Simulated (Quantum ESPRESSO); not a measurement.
# Moving one atom in Al3SiN3C

These are calculations, not measurements. They come from pw.x of Quantum ESPRESSO 7.5, a plane-wave density functional program, with PseudoDojo standard norm-conserving files (v0.5 for PBE, v0.4.1 for LDA and PBEsol). The cells are made up: elements, strain and atom displacements were drawn at random, and nothing was relaxed. There is no spin polarisation, spin-orbit coupling or dispersion term.

The cell has 8 sites of a zincblende or diamond lattice. Sites 1 to 4 hold Al Al Si Al; sites 5 to 8 hold N C N N. Cell vectors in Å: (4.490, 0.031, 0.025); (0.031, 4.494, 0.049); (0.025, 0.049, 4.599). Settings: PBE, cutoff 1143 eV, 4 x 4 x 4 k mesh shifted by half a step, Fermi-Dirac smearing of 0.025 eV.

Each run shifts the C atom on site 6 along x and leaves all else fixed. Site 2 is one of its nearest neighbours. E is the free energy of the cell above the lowest run shown. The last column is band 17 less band 16 at Gamma, from a band step after each run.

| run | shift (Å) | Fx on site 6 (eV/Å) | Fx on site 2 (eV/Å) | P (GPa) | E (meV) | level step at Gamma (eV) |
| --- | --- | --- | --- | --- | --- | --- |
| 1 | -0.1296 | 6.622 | -4.534 | -4.67 | 1004.1 | 0.979 |
| 2 | -0.0877 | 5.769 | -4.146 | -5.54 | 744.4 | 0.979 |
| 4 | 0.0156 | 3.627 | -3.201 | -7.26 | 258.9 | 0.959 |
| 5 | 0.0657 | 2.594 | -2.767 | -7.88 | 103.2 | 0.949 |
| 6 | 0.0797 | 2.308 | -2.649 | -8.02 | 68.9 | 0.946 |
| 7 | 0.1150 | 1.596 | -2.363 | -8.33 | 0.0 | 0.941 |
| 3 | -0.0573 | ? | ? | ? | ? | ? |

A rerun of one of these cells at 1437 eV and k mesh 6 x 6 x 6 moved values by no more than 0.003 eV in the cell's energy, 0.02 GPa in stress and 0.002 eV/Å in force.

## Worked fit

A parabola through the six runs shown gives Fx on site 6 = 3.948 - 20.59 u + 0.7 u² eV/Å, with u in Å and a scatter of 0.009 eV/Å. Minus the slope, 20.59 ± 0.20 eV/Å², is this atom's force constant along x at u = 0, with its periodic images moving too. The fitted force does not vanish within the range. The error is the larger of the fit's own and the change that a cubic makes, rounded up.

## Withheld run

Question: what Fx on site 6 should run 3 give?

The fit gives 5.130 eV/Å. The calculation gave 5.142 eV/Å.

| run | shift (Å) | Fx on site 6 (eV/Å) | Fx on site 2 (eV/Å) | P (GPa) | E (meV) | level step at Gamma (eV) |
| --- | --- | --- | --- | --- | --- | --- |
| 3 | -0.0573 | 5.142 | -3.864 | -6.11 | 578.6 | 0.975 |